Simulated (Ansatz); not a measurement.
65Cu nuclear quadrupole resonance in Al₂Cu

Cell: a structure deposited in the COD, ions relaxed with PBE at fixed cell.

Space group I4/mcm (No. 140); a = 6.0670, c = 4.8770 Å.

```csv
site,Wyckoff,site symmetry,x,y,z
Al,8h,m.2m,0.1581,0.6581,0.5000
Cu,4a,422,0.0000,0.0000,0.7500
```

One atom of each set is listed; the run and its k-mesh use a cell of 6 atoms with edges of 4.93, 4.93, 4.93 Å.

Computed with Ansatz: DFT, r2SCAN, plane waves and PAW, scalar-relativistic, 500 eV cutoff, Γ-centred 12×12×12 k-points, Fermi–Dirac smearing 0.05 eV.

65Cu: I = 3/2, Q = -204.0 mb (year-2017 value). Static lattice, zero field.

**Question.** At which frequencies do the 65Cu NQR lines lie?

**Answer.** For I = 3/2 there is one line, ν = (|C_Q|/2)(1 + η²/3)^½.

```csv
site,atoms,V_zz (10²¹ V/m²),C_Q (MHz),η,line frequencies (MHz)
Cu,2,-2.87,14.1,0.00,7.07
```

**Question.** And for Cu-63 (I = 3/2, Q = -220.0 mb) on Cu?

**Answer.** C_Q scales with Q to 15.2 MHz, with lines at 7.62 MHz.

An axis of threefold or higher order runs through Cu, so V_zz lies along it and η is zero.

At this cell the principal stresses reach 5 GPa in size with r2SCAN, which can matter for small gradients. With no gap above 0.1 eV, as in a metal, the gradients converge slowly in k; expect changes of a tenth or more on a denser mesh.

Hardware: 1 thread of Intel Xeon Platinum 8488C (Sapphire Rapids) (x86_64; 16 cores open to the job, memory cap 3.0 GiB, no GPU), a shared host with a load of 0.3 a core. Wall time 43 s, CPU time 43 s, peak memory 0.9 GiB.
